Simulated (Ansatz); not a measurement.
Eigenvalues along a path: LaHg

```
La Hg
1.0
     3.61852    0.00000    0.00000
     0.00000    3.61852    0.00000
     0.00000    0.00000    3.61852
La Hg
1 1
Direct
  0.50000 0.50000 0.50000
  0.00000 0.00000 0.00000
```

The base volume is that of a database entry, with shape and atoms relaxed on PAW files at held volume, so it needn't be at zero pressure; the structure needn't be the stable phase, at rest or compressed.

All numbers are PBEsol results (scalar-relativistic) from Ansatz 0.2.0, with a Γ-centred 9×9×9 k mesh, Fermi–Dirac smearing of 0.05 eV, no spin polarisation. Methods: PAW: frozen-core files, cutoff 420 eV.

This run: volume at 0.8 of the series' base cell.

Spin–orbit coupling is left out, which matters for the heavy atoms. The PAW files were made under PBE.

Path points, in fractions of the reciprocal vectors: Γ (0.000, 0.000, 0.000), X (0.000, 0.500, 0.000), M (0.500, 0.500, 0.000), R (0.500, 0.500, 0.500). The distance column jumps between branches of the path. Levels in eV from the Fermi level; bands 6 to 18, counted from the lowest band of the run. The gap is zero, the pressure 15.21 GPa.

```
# k(1/Å) point b6 b7 b8 b9 b10 b11 b12 b13 b14 b15 b16 b17 b18
0.000 Γ -15.98 -15.98 -15.98 -8.35 -8.35 -7.70 -7.63 -7.63 -7.63 -0.05 -0.05 1.92 1.92
0.145 - -16.08 -15.98 -15.98 -8.33 -8.29 -7.62 -7.62 -7.62 -7.55 -0.08 0.02 1.83 1.90
0.289 - -16.35 -15.97 -15.97 -8.30 -8.13 -7.61 -7.61 -7.61 -7.13 -0.15 0.09 1.61 1.80
0.434 - -16.69 -15.95 -15.95 -8.25 -7.92 -7.60 -7.59 -7.59 -6.51 -0.31 -0.26 1.58 1.59
0.579 - -17.00 -15.94 -15.94 -8.20 -7.71 -7.59 -7.57 -7.57 -5.74 -1.26 -0.37 1.27 1.27
0.723 - -17.21 -15.93 -15.93 -8.16 -7.58 -7.56 -7.56 -7.56 -4.87 -2.36 -0.45 0.99 0.99
0.868 X -17.29 -15.92 -15.92 -8.15 -7.57 -7.55 -7.55 -7.50 -4.26 -3.07 -0.48 0.89 0.89
1.013 - -17.26 -16.00 -15.91 -8.12 -7.60 -7.60 -7.58 -7.50 -4.36 -2.87 -0.34 0.89 0.98
1.158 - -17.20 -16.20 -15.88 -8.09 -7.73 -7.67 -7.65 -7.47 -4.61 -2.32 0.06 0.87 1.22
1.302 - -17.12 -16.46 -15.83 -8.09 -7.89 -7.77 -7.75 -7.39 -4.89 -1.58 0.66 0.79 1.52
1.447 - -17.03 -16.71 -15.79 -8.15 -8.02 -7.86 -7.85 -7.27 -5.09 -0.80 0.65 1.21 1.73
1.592 - -16.97 -16.88 -15.75 -8.23 -8.11 -7.93 -7.93 -7.18 -5.18 -0.04 0.52 1.20 1.83
1.736 M -16.94 -16.94 -15.74 -8.26 -8.14 -7.95 -7.95 -7.14 -5.21 0.47 0.47 0.87 1.86
1.941 - -16.92 -16.89 -15.77 -8.20 -8.08 -7.93 -7.88 -7.21 -5.17 -0.30 0.55 1.31 1.81
2.146 - -16.84 -16.73 -15.83 -8.13 -7.93 -7.87 -7.70 -7.42 -5.18 -0.98 0.72 1.18 1.67
2.350 - -16.65 -16.50 -15.89 -8.11 -7.81 -7.79 -7.71 -7.56 -5.64 -0.80 0.66 0.73 1.61
2.555 - -16.37 -16.25 -15.94 -8.19 -8.01 -7.72 -7.71 -7.54 -6.55 -0.13 0.33 0.86 1.74
2.760 - -16.10 -16.05 -15.97 -8.30 -8.25 -7.66 -7.65 -7.59 -7.37 -0.05 0.05 1.67 1.88
2.964 Γ -15.98 -15.98 -15.98 -8.35 -8.35 -7.70 -7.63 -7.63 -7.63 -0.05 -0.05 1.92 1.92
3.215 - -16.11 -16.05 -16.05 -8.24 -8.24 -7.64 -7.64 -7.63 -7.21 0.03 0.03 1.55 1.84
3.465 - -16.36 -16.23 -16.23 -8.01 -8.01 -7.68 -7.67 -7.67 -6.18 0.31 0.31 0.72 1.40
3.716 - -16.55 -16.46 -16.46 -7.85 -7.80 -7.80 -7.61 -7.61 -5.42 -0.17 -0.17 0.96 1.43
3.967 - -16.68 -16.68 -16.68 -7.95 -7.67 -7.67 -7.42 -7.42 -4.90 -1.40 -1.40 1.07 1.90
4.217 - -16.82 -16.82 -16.81 -7.71 -7.56 -7.56 -7.22 -7.22 -4.17 -2.42 -2.42 -0.72 2.09
4.468 R -16.88 -16.88 -16.88 -7.51 -7.51 -7.51 -7.12 -7.12 -2.82 -2.82 -2.82 -2.78 2.13
4.673 - -16.89 -16.82 -16.81 -7.63 -7.59 -7.51 -7.23 -7.16 -3.98 -2.58 -2.50 -1.14 2.09
4.877 - -16.93 -16.66 -16.63 -7.86 -7.76 -7.53 -7.47 -7.24 -4.61 -1.94 -1.80 0.65 1.93
5.082 - -17.02 -16.43 -16.38 -7.99 -7.86 -7.74 -7.55 -7.33 -4.82 -1.37 -1.09 1.43 1.74
5.287 - -17.14 -16.18 -16.15 -7.96 -7.92 -7.78 -7.56 -7.42 -4.72 -1.84 -0.19 0.54 1.96
5.491 - -17.24 -16.00 -15.98 -8.10 -7.69 -7.63 -7.55 -7.48 -4.44 -2.68 -0.21 0.55 1.40
5.696 X -17.29 -15.92 -15.92 -8.15 -7.57 -7.55 -7.55 -7.50 -4.26 -3.07 -0.48 0.89 0.89
6.924 R -16.88 -16.88 -16.88 -7.51 -7.51 -7.51 -7.12 -7.12 -2.82 -2.82 -2.82 -2.78 2.13
7.068 - -16.88 -16.88 -16.81 -7.55 -7.55 -7.54 -7.19 -7.12 -3.71 -2.65 -2.65 -1.68 2.11
7.213 - -16.89 -16.89 -16.62 -7.65 -7.65 -7.63 -7.41 -7.12 -4.38 -2.18 -2.18 -0.46 2.05
7.358 - -16.91 -16.91 -16.35 -7.77 -7.76 -7.76 -7.70 -7.13 -4.80 -1.48 -1.48 0.67 1.86
7.502 - -16.93 -16.93 -16.06 -7.98 -7.94 -7.87 -7.87 -7.13 -5.05 -0.65 -0.65 1.44 1.47
7.647 - -16.94 -16.94 -15.83 -8.19 -8.08 -7.93 -7.93 -7.14 -5.17 0.12 0.12 1.04 1.77
7.792 M -16.94 -16.94 -15.74 -8.26 -8.14 -7.95 -7.95 -7.14 -5.21 0.47 0.47 0.87 1.86
```
